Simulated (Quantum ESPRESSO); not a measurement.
```xyz
4
Lattice="4.3924 0.0000 0.0000 0.0000 4.3924 0.0000 0.0000 0.0000 6.2191" Properties=species:S:1:pos:R:3 pbc="T T T"
Ag     0.0000     0.0000     0.0000
Ag     2.1962     2.1962     0.0000
I      0.0000     2.1962     4.3514
I      2.1962     0.0000     1.8678
```

Cell and atoms were relaxed with PBE+D3(BJ) from Materials Project entry mp-567809, within its symmetry.

Q: What does PBEsol (pw.x of Quantum ESPRESSO, ONCV potentials, with spin-orbit coupling) give for the electronic structure near the Fermi level?

A: The PBEsol gap is direct, 0.83 eV at Γ. 

This is not the ordinary phase of the substance; no match was found in the copy of COD used, and its stability was not checked.
